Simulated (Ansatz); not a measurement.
This run works on a generated trial structure, not on a known crystal.

Input and command of a plane-wave DFT calculation in Ansatz:

```yaml
crystal:
  lattice:
    - [-2.2109685994, 2.2109685994, 15.5923303444]
    - [2.2109685994, -2.2109685994, 15.5923303444]
    - [2.2109685994, 2.2109685994, -15.5923303444]
  atoms:
    - { symbol: Cd, position: [0.2007363347, 0.2007363347, 0.0] }
    - { symbol: Cd, position: [0.7992636653, 0.7992636653, 0.0] }
    - { symbol: Hg, position: [0.6009913961, 0.6009913961, 0.0] }
    - { symbol: Hg, position: [0.3990086039, 0.3990086039, 0.0] }
    - { symbol: Hg, position: [0.0, 0.0, 0.0] }
    - { symbol: Se, position: [0.1516019105, 0.6516019105, 0.5] }
    - { symbol: Se, position: [0.75, 0.25, 0.5] }
    - { symbol: Se, position: [0.3483980895, 0.8483980895, 0.5] }
    - { symbol: Se, position: [0.9495043217, 0.4495043217, 0.5] }
    - { symbol: Se, position: [0.5504956783, 0.0504956783, 0.5] }
basis:
  ecutwfc: 420
kpoints:
  mp_grid: { grid: [12, 12, 12] }
hamiltonian:
  xc: pbe
scf:
  occupations: { method: gaussian, width: 0.1 }
output:
  forces: true
  stress: true
  eigenvalues: true
relax:
  adjacent_minimum: "off"
  f_tol: 0.01
  max_steps: 80
  cell: { stress_tol: 0.05 }
```

```bash
ansatz run input.yaml --threads 4 --pin off --max-ram 8192MiB --backend cpu --events-out ev --progress --plain --runs-dir out
```

Processor: AMD EPYC 7R43 64-Core Processor (Zen 3), 4 threads, on a host shared with other jobs.

Question: How long does it run, and how much memory does it take?

Answer: About 7.2 min, peak memory 3.5 GiB. It solves 108 bands at 163 k points (after reduction by symmetry) with about 6005 plane waves (on the last cell), in 26 SCF iterations over 4 ionic steps.
